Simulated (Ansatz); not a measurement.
Recipe of this trial structure of Ge2As3: random cell by space group and Wyckoff sites (P6/mmm, No. 191). Lengths were set from tabulated atomic sizes, so they are only a guess.

```cif
data_structure
_symmetry_space_group_name_H-M 'P6/mmm'
_symmetry_Int_Tables_number 191
_cell_length_a 4.2582
_cell_length_b 4.2582
_cell_length_c 8.2819
_cell_angle_alpha 90.000
_cell_angle_beta 90.000
_cell_angle_gamma 120.000
_cell_volume 130.05
loop_
_atom_site_label
_atom_site_type_symbol
_atom_site_symmetry_multiplicity
_atom_site_Wyckoff_symbol
_atom_site_fract_x
_atom_site_fract_y
_atom_site_fract_z
_atom_site_occupancy
Ge1 Ge 2 e 0.00000 0.00000 0.25547 1
As1 As 2 c 0.33333 0.66667 0.00000 1
As2 As 1 b 0.00000 0.00000 0.50000 1
```

Computed with Ansatz 0.2.0, DFT PBE, scalar-relativistic, plane waves, PAW. Cutoff 420 eV, Gaussian smearing, Γ-centred meshes. Cell and atoms relax first on a coarse mesh and then on a finer one. In between, the cell is made exact in the group found at 0.06 Å. In metals the finer mesh still leaves noise of several meV/atom or more. The steps can't lower the symmetry of their start. No spin polarisation.

A guess keeps its type if space group and coordination stay and the shape of the cell changes little (axis ratios within about 15 %, angles within 6°); the volume may change.

Question: Will the relaxed cell still be of the starting type?

Answer: It keeps its type. The symmetry stays P6/mmm (No. 191). The volume per atom grows by 10.2 %, from 26.0 to 28.7 Å³. The shortest distance goes from 2.03 Å (Ge–As) to 2.36 Å (Ge–As). The ratio c/a of the conventional cell changes by a factor of 0.88. Counting neighbours within 15 % of an atom's shortest distance, the start has As 2/3, Ge 1 and the end As 2/3, Ge 1.

Formation energies are uncorrected and refer to the elements' standard structures at the same level.

Question: At what energy does it end?

Answer: +0.66 eV/atom. It can't be a ground state, since the elements alone are lower.

The last run used a 12×12×6 mesh (in the run's order of axes) for its 5-atom cell and Gaussian smearing of 0.10 eV. Weakly bound directions are ill-defined at this level, which has no dispersion term. An odd number of electrons in the primitive cell allows no gap without spin; a larger cell or a magnetic state could open one. The cell is a metal run without spin; a magnetic state may lie lower. The reference form of As is held partly by dispersion forces, which this level lacks. Symmetry constrained the relaxation, so the result can be a saddle point. Another cell of Ge2As3 relaxed alike, in P1, lies 0.58 eV/atom lower, so this cell isn't the stable form at this level.

In counts of neighbours, a slash parts the counts of unlike sites.
